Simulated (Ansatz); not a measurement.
An Ansatz input:

```yaml
crystal:
  lattice:
    - [3.1326038533, 0.0, 0.0]
    - [0.0, 3.1326038533, 0.0]
    - [0.0, 0.0, 3.1326038533]
  atoms:
    - { symbol: Te, position: [0.0, 0.0, 0.0] }
hamiltonian:
  xc: lda
  pseudopotentials:
    kind: paw
    azcp:
      Te: "pseudopotentials/Te.paw.azcp"
basis:
  ecutwfc: 420
  fft_grid_basis: typed
kpoints:
  mp_grid: { grid: [16, 16, 16], shift: [0, 0, 0] }
magnetization:
  spin_polarized: false
scf:
  occupations: { method: fermi_dirac, width: 0.1 }
output:
  write_density: true
  write_potential: true
  elf: true
  volumetric_format: npy
```

Output

```
Warning: the record states the generating functional pbe (its physics header spells it `PBE`), which answers neither for hamiltonian.xc's functional nor for the lda family's — results may be inconsistent (PPs are generated against a specific XC)
Engine: ansatz 0.2.0, x86_64-unknown-linux-gnu
Pseudopotentials: kind: paw
Pseudopotential: Te, paw, valence charge 16, recommended cutoff 420 eV (normal) 
Functional definition: SPW92
  exchange = slater_x
  correlation = pw_c
Crystal: 1 atoms, lattice volume = 30.741 Å³
Basis set: ecut = 420 eV, 619 PW (Γ)
Bands: 12, of which v1, the nominal top of the filled ones, is band 8 counted from 1 (7 counted from 0)
Symmetry: 48 space group operations
Space group: Pm-3m (ITA 221), of the structure as read, at distance tolerance 3.1e-5 Å
k-points: 165 of 4096
Non-local potential: Te, projectors of the file, l = 0: 2, l = 1: 2, l = 2: 2, l = 3: 2
PAW form: soft (Blöchl's): semilocal exchange-correlation on the pseudo side does not see the compensation charge
PAW frozen core: Te, regenerated for the run's functional, and the local potential with it (the file was generated under x = pbe(κ = 0.804, μ = 0.2195149727645171), c = pbe(β = 0.06672455060314922))
PAW one-centre angular grid: Te, 590 points (default); XC on 64 Gauss nodes
Initial density: superposition of atomic densities (neutral atoms: chi_scale 0, normalization atom), corrected by the library's trained network
Initial wavefunctions: pseudopotential atomic-orbital guess
Functional: x = slater, c = lda
SCF iter   1: F=—  HF=-6827.189707 eV  |F-HF|=—  |Δ(HF+E_count)|=         —  Δρ=4.77e-3  dr2=3.29e-3  ethr=1.77e-3  ⟨swp⟩=5.3  Hψ=11949  notcnv=0
SCF iter   2: F=—  HF=-6827.187838 eV  |F-HF|=—  |Δ(HF+E_count)|=   1.87e-3  Δρ=2.63e-3  dr2=1.19e-3  ethr=2.05e-5  ⟨swp⟩=1.8  Hψ=3571  notcnv=0
SCF iter   3: F=—  HF=-6827.187280 eV  |F-HF|=—  |Δ(HF+E_count)|=   5.59e-4  Δρ=1.10e-4  dr2=4.99e-6  ethr=7.43e-6  ⟨swp⟩=2.6  Hψ=3289  notcnv=0
SCF iter   4: F=—  HF=-6827.187277 eV  |F-HF|=—  |Δ(HF+E_count)|=   2.73e-6  Δρ=6.53e-5  dr2=1.49e-6  ethr=3.12e-8  ⟨swp⟩=2.0  Hψ=3333  notcnv=0
iter 5 did not close the SCF: its close was put off for the readings that it lacked (scf_convergence_deferred on its scf_iter line)
SCF iter   5: F=-6827.187276 eV  HF=-6827.187276 eV  |F-HF|=1.89e-8  |Δ(HF+E_count)|=   1.11e-6  Δρ=6.41e-6  dr2=1.63e-8  ethr=9.29e-9  ⟨swp⟩=2.0  Hψ=3302  notcnv=0
SCF iter   6: F=-6827.187276 eV  HF=-6827.187276 eV  |F-HF|=1.04e-9  |Δ(HF+E_count)|=   1.14e-8  Δρ=1.52e-6  dr2=9.21e-10  ethr=1.02e-10  ⟨swp⟩=1.9  Hψ=8110  notcnv=0
SCF 1 converged in 6 iterations: F = -6827.187276 eV  dr2 = 9.21e-10
SCF converged after 6 iterations
Free energy (F): -6827.187276 eV
Harris-Foulkes:  -6827.187276 eV  (|F-HF|=1.04e-9)
Internal energy: -6827.168840 eV  (E = F + TS)
E sigma→0 (E₀):  -6827.178058 eV
Entropy (-TS):   -0.018436 eV (-18.436 meV/atom)
Fermi energy:    10.012025 eV
--- Per-component energies (eV) ---
  E_band       = -247.665980
  E_kinetic    = 181.941858
  E_local      = -1165.757024  (includes V_loc(G=0)·N_el)
  E_nonlocal   = -304.988833
  E_hartree    = 764.046296
  E_xc         = -124.144415
  E_vxc        = -105.188021  (∫ρ·V_xc dr)
  E_paw        = -4509.542282  (= ΣΔE_a)
  E_vpaw       = -381.768014  (= ΣTr[D̂ρ^β])
  E_aug_tail   = -0.000199  (compensation charges beyond the density's cutoff)
  E_ewald      = -1669.402901
  E_core_change = 0.678661  (= ΣΔE_core)
  E_smearing   = -0.018436  (= −TS)
  E_closure    = -0.000000  (closes the sum)
  Σ components = -6827.187276   (vs F -6827.187276, Δ=0.00e0)
--- Band table (eV; the first three rows and the last of 165) ---
  k-point 0: bands = ["-27.3030", "-27.3030", "-27.2253", "-27.2253", "-27.2253", "-4.0792", "11.2919", "11.2919", "11.2919", "16.2294", "16.2294", "16.6305"]
  k-point 1: bands = ["-27.3029", "-27.3001", "-27.2260", "-27.2260", "-27.2252", "-4.0297", "10.6931", "11.3371", "11.3371", "16.2755", "16.4939", "17.1181"]
  k-point 2: bands = ["-27.3026", "-27.2920", "-27.2281", "-27.2281", "-27.2251", "-3.8831", "9.4317", "11.4695", "11.4695", "16.4130", "16.6884", "18.6390"]
  k-point 164: bands = ["-27.2648", "-27.2648", "-27.2648", "-27.1862", "-27.1862", "1.8185", "6.8964", "6.8964", "6.8964", "14.3866", "14.3866", "14.3866"]
```
